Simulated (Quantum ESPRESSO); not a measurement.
## Solid-state NMR card for KMgF₃ (changed cell)

```
CELL_PARAMETERS angstrom
      3.95858     0.00000     0.00000
      0.00000     3.95858     0.00000
      0.00000     0.00000     4.01825
ATOMIC_POSITIONS crystal
  K  0.50000 0.50000 0.50000
  Mg 0.00000 0.00000 0.00000
  F  0.00000 0.50000 0.00000
  F  0.50000 0.00000 0.00000
  F  0.00000 0.00000 0.50000
```
The cell was made here from a computed Materials Project entry: strained by +1 % along the cube axis and by -0.5 % across it, atoms relaxed (PBE without dispersion, pw.x of a modified build of Quantum ESPRESSO, symmetry kept). The parent is KMgF3 in Pm-3m; whether this form has been observed was not checked. Stability against distortions was not tested.

Shieldings are absolute and leave out the bulk-susceptibility term; a larger σ means a smaller chemical shift. By our sweeps, such settings leave a few ppm in absolute σ. No d partial waves on Mg: the paramagnetic term there is incompletely reconstructed.

Ω = σ33 − σ11 of the symmetric part; where symmetry doesn't make it nil, it is less certain than σ_iso.

**Question.** What do the calculations give at each independent site (shieldings by PBE GIPAW on JTH datasets (Quantum ESPRESSO), 22.5 Ha, k-mesh 4×4×4 shifted, f-sum rule met within 0.001 %)?

**Answer.** 
```json
[
 {"site": "K (atom 1)", "site symmetry": "4/mmm", "σ_iso (ppm)": "1180", "span Ω (ppm)": "2"},
 {"site": "Mg (atom 2)", "site symmetry": "4/mmm", "σ_iso (ppm)": "555", "span Ω (ppm)": "4"},
 {"site": "F1 (atoms 3, 4)", "site symmetry": "mmm", "σ_iso (ppm)": "333", "span Ω (ppm)": "6"},
 {"site": "F2 (atom 5)", "site symmetry": "4/mmm", "σ_iso (ppm)": "331", "span Ω (ppm)": "1"}
]
```
